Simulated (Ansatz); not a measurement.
Relaxed-ion elastic tensor of SnSb (rock salt, Fm-3m) in GPa (Voigt order), LDA in the plane-wave PAW code Ansatz; density 7.26 g/cm³, 27.51 Å³ per atom.

```tsv
	1	2	3	4	5	6
1	148	20.3	20.3	0.0	0.0	0.0
2	20.3	148	20.3	0.0	0.0	0.0
3	20.3	20.3	148	0.0	0.0	0.0
4	0.0	0.0	0.0	15.9	0.0	0.0
5	0.0	0.0	0.0	0.0	15.9	0.0
6	0.0	0.0	0.0	0.0	0.0	15.9
```

### Question
Is the crystal mechanically stable?

### Answer
Yes: the smallest eigenvalue of C is 15.9 GPa.

### Question
Work out the Voigt, Reuss and Hill averages.

### Answer
K_V = 62.9, K_R = 62.9, K_H = 62.9; G_V = 35.1, G_R = 22.7, G_H = 28.9 GPa.

### Question
Give Young's modulus, Poisson's ratio, Pugh's ratio and the universal anisotropy index.

### Answer
E = 9KG/(3K + G) = 75.2 GPa; ν = 0.30; K/G = 2.18 (ductile by the Pugh limit of 1.75); A_U = 5G_V/G_R + K_V/K_R − 6 = 2.72.

### Question
Estimate the sound speeds and the Debye temperature.

### Answer
v_l = √((K + 4G/3)/ρ) = 3740 m/s, v_t = √(G/ρ) = 2000 m/s, mean 2230 m/s; Θ = (h/k)(3n/4πV)^(1/3) v_m = 220 K.

### Question
Give the Zener ratio and Young's modulus along [100], [110] and [111].

### Answer
A = 2C44/(C11 − C12) = 0.25; 1/E = S11 − 2(S11 − S12 − S44/2)Γ with Γ = 0, 1/4, 1/3 gives 143, 53.2, 44.0 GPa.

### Question
Solve the Christoffel equation for the three sound speeds along [100], [110], [111].

### Answer
Eigenvalues of C_ijkl n_j n_l equal ρv². In km/s, slowest first: [100] 1.48, 1.48, 4.52; [110] 1.48, 2.97, 3.71; [111] 2.57, 2.57, 3.40.

The workflow started from a Materials Project entry (that database holds measured and hypothetical structures alike); the Crystallography Open Database files this formula in space group No. 225, but the cells were not matched. Whether it is the stable phase at ambient conditions was not checked. The LDA relaxation kept the symmetry of its start; of distortions, only those at the zone centre were tested. As this level gives no gap, shear constants depend on the k-mesh and smearing (Fermi–Dirac, 0.1 eV here). Spin–orbit coupling is left out wherever it is not named.

Potentials: the later of the program's two PAW sets.
